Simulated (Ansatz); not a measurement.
**Perovskite alloy of KTaO3 and KNbO3 (7 of 8 Ta sites exchanged), 40 atoms**

Level of theory: DFT, PBEsol, PAW, plane waves in Ansatz 0.2.0.

Command:

```sh
ansatz run in.yaml --threads 2 --pin off --max-ram 30400MiB --runs-dir r --events-out ev --progress --plain --backend cuda --devices 0, --max-vram 18GiB
```

The input less its lattice and atoms:

```yaml
crystal:
  symmetry: { detect: false }
kpoints:
  mp_grid: { grid: [1, 1, 1], shift: [0.25, 0.25, 0.25] }
hamiltonian:
  xc: pbesol
scf:
  occupations: { method: fermi_dirac, width: 0.01 }
relax:
  f_tol: 0.03
  max_steps: 80
  escape_saddle: false
  adjacent_minimum: "off"
  cell: { fix: [shape] }
output:
  forces: true
  eigenvalues: true
  populations: true
  write_density: true
  write_potential: true
  elf: true
  volumetric_format: npy
```

Start:

```
K Nb Ta O
1.0
     7.97271    0.00000    0.00000
     0.00000    7.97271    0.00000
     0.00000    0.00000    7.97271
K Nb Ta O
8 7 1 24
Direct
  0.00051 0.00237 0.00111
  0.00135 0.00413 0.49843
  0.99885 0.49778 0.00274
  0.99807 0.49893 0.49827
  0.49920 0.99885 0.99801
  0.50065 0.99815 0.49624
  0.49901 0.50579 0.99817
  0.50350 0.50288 0.50114
  0.25261 0.25390 0.24536
  0.25381 0.24722 0.74969
  0.25109 0.74756 0.25030
  0.74996 0.25425 0.25033
  0.75141 0.24937 0.75159
  0.74928 0.75186 0.24971
  0.75301 0.75115 0.75386
  0.24984 0.74887 0.75260
  0.25057 0.24480 0.99750
  0.25028 0.24877 0.50121
  0.24786 0.75016 0.00229
  0.25041 0.75107 0.49998
  0.74654 0.25234 0.99561
  0.74929 0.25198 0.50503
  0.74707 0.75170 0.00092
  0.74900 0.75110 0.50714
  0.00385 0.24880 0.24704
  0.99865 0.24933 0.74731
  0.99892 0.74851 0.24756
  0.99862 0.75252 0.74842
  0.50158 0.24923 0.24689
  0.49915 0.24732 0.75121
  0.49987 0.74744 0.25069
  0.50354 0.75217 0.74998
  0.24886 0.00444 0.24746
  0.25339 0.00242 0.74940
  0.24517 0.49503 0.24738
  0.24722 0.50023 0.75131
  0.74861 0.99882 0.25229
  0.75062 0.99909 0.74760
  0.74768 0.50124 0.24850
  0.75172 0.49843 0.74814
```

Steps:

```csv
step,energy less the first (eV),largest force component (eV/Å),pressure (GPa)
start,0.000,1.529,0.21
1,-0.217,0.384,0.16
2,-0.303,0.167,0.02
3,-0.317,0.199,-0.07
4,-0.381,0.303,-0.71
5,-0.459,0.227,0.09
6,-0.500,0.029,-0.02
7,-0.526,0.029,0.05
8,-0.526,0.005,-0.01
9,-0.526,0.005,-0.01
```

A structure on the way, about -0.46 eV from the start:

```xyz
40
Lattice="8.0047 0.0000 0.0000 0.0000 8.0047 0.0000 0.0000 0.0000 8.0047" Properties=species:S:1:pos:R:3 pbc="T T T"
K     0.0308    0.0338    0.0259
K     0.0333    0.0353    4.0306
K     0.0296    4.0320    0.0243
K     0.0341    4.0359    4.0327
K     4.0192    0.0242    0.0111
K     4.0242    0.0272    4.0281
K     4.0306    4.0310    0.0139
K     4.0329    4.0355    4.0292
Nb    2.0890    2.0859    2.0167
Nb    2.0809    2.0495    6.0198
Nb    2.0820    6.0866    2.0632
Nb    6.0889    2.0775    2.0869
Nb    6.0826    2.0858    6.0889
Nb    6.0849    6.0799    2.0833
Nb    6.0407    6.0893    6.0864
Ta    2.0328    6.0460    6.0671
O     1.9631    1.9746    7.9764
O     1.9661    1.9797    3.9765
O     1.9741    5.9826    7.9776
O     1.9693    5.9715    3.9710
O     5.9628    1.9705    7.9663
O     5.9618    1.9691    3.9659
O     5.9703    5.9757    7.9592
O     5.9742    5.9743    3.9565
O     7.9605    1.9644    1.9709
O     7.9666    1.9680    5.9752
O     7.9667    5.9697    1.9604
O     7.9817    5.9788    5.9733
O     3.9610    1.9690    1.9652
O     3.9668    1.9713    5.9696
O     3.9631    5.9685    1.9659
O     3.9759    5.9771    5.9703
O     1.9679    7.9674    1.9852
O     1.9828    7.9765    5.9845
O     1.9665    3.9649    1.9740
O     1.9799    3.9790    5.9858
O     5.9682    7.9662    1.9637
O     5.9790    7.9697    5.9685
O     5.9700    3.9641    1.9640
O     5.9847    3.9665    5.9677
```

End:

```
K Nb Ta O
1.0
     8.00285    0.00000    0.00000
     0.00000    8.00285    0.00000
     0.00000    0.00000    8.00285
K Nb Ta O
8 7 1 24
Direct
  0.00346 0.00360 0.00302
  0.00340 0.00388 0.50305
  0.00341 0.50363 0.00343
  0.00327 0.50348 0.50300
  0.50304 0.00331 0.00279
  0.50335 0.00357 0.50319
  0.50335 0.50370 0.00312
  0.50368 0.50364 0.50317
  0.25876 0.25937 0.25876
  0.25907 0.25638 0.75871
  0.25907 0.75932 0.25580
  0.75868 0.25894 0.25835
  0.75911 0.25938 0.75841
  0.75910 0.75901 0.25877
  0.75612 0.75933 0.75874
  0.25577 0.75602 0.75545
  0.24622 0.24678 0.99531
  0.24621 0.24680 0.49534
  0.24661 0.74684 0.99608
  0.24659 0.74682 0.49617
  0.74613 0.24634 0.99511
  0.74615 0.24637 0.49516
  0.74653 0.74641 0.99530
  0.74656 0.74638 0.49533
  0.99547 0.24634 0.24581
  0.99566 0.24682 0.74584
  0.99562 0.74639 0.24625
  0.99645 0.74681 0.74631
  0.49544 0.24633 0.24581
  0.49562 0.24681 0.74587
  0.49559 0.74637 0.24626
  0.49638 0.74682 0.74627
  0.24617 0.99583 0.24629
  0.24662 0.99660 0.74630
  0.24613 0.49588 0.24628
  0.24657 0.49667 0.74630
  0.74606 0.99566 0.24580
  0.74656 0.99584 0.74586
  0.74610 0.49569 0.24578
  0.74654 0.49588 0.74584
```

The run converged.

Time: 56 s of wall time on one NVIDIA H100 with 2 processor threads, on a host shared with other runs; peak host memory 1.3 GiB.

Question: How much energy did the relaxation gain, and which atom moved most?

Answer: 0.53 eV in 9 steps, from a start with small random displacements (the gain also holds any tilting of the ideal host); atom 9 (Nb) moved 0.13 Å, the median atom 0.06 Å (drift of the whole cell removed).
